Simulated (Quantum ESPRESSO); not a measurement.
# Kohn-Sham bands of SrAlGe (P-6m2)

```
SrAlGe
1.0
    4.29652     0.00000     0.00000
   -2.14826     3.72090     0.00000
    0.00000     0.00000     4.77902
Sr Al Ge
1 1 1
Direct
  0.00000   0.00000   0.00000
  0.66667   0.33333   0.50000
  0.33333   0.66667   0.50000
```

Cell from Materials Project (mp-13311), symmetrised, no further relaxation. Not found in the COD (Crystallography Open Database) copy used; not checked further. Method: PBEsol plane waves in Quantum ESPRESSO 7.5 (PseudoDojo norm-conserving files, 63 Ry, no spin polarisation, no spin-orbit coupling), Bloch states on a 6×6×6 mesh through Γ, Wannier90 4.0.1. Density: 12×12×6 mesh, cold smearing 0.01 Ry. Spin-orbit coupling, left out, would split the p-like bands by a few tenths of an eV.

Energies are relative to the Fermi level; weights are on the orthonormalised atomic waves of the pseudopotential files, averaged over the group. 27 electrons a cell are treated as valence.

Problem. Into which isolated groups do the bands fall, where do they lie and what are they made of?

Solution. 
| bands | from (eV) | to (eV) | filling | weight on atomic waves |
|---|---|---|---|---|
| 1 | -35.39 | -35.37 | filled | Sr 4s 96 % |
| 2–6 | -24.44 | -24.36 | filled | Ge 3d 100 % |
| 7–9 | -17.60 | -17.35 | filled | Sr 4p 98 % |
| 10 | -10.32 | -8.56 | filled | Ge 4s 56 %, Al 3p 21 %, Al 3s 14 % |

No gap over 0.05 eV opens at the Fermi level at this level of theory.
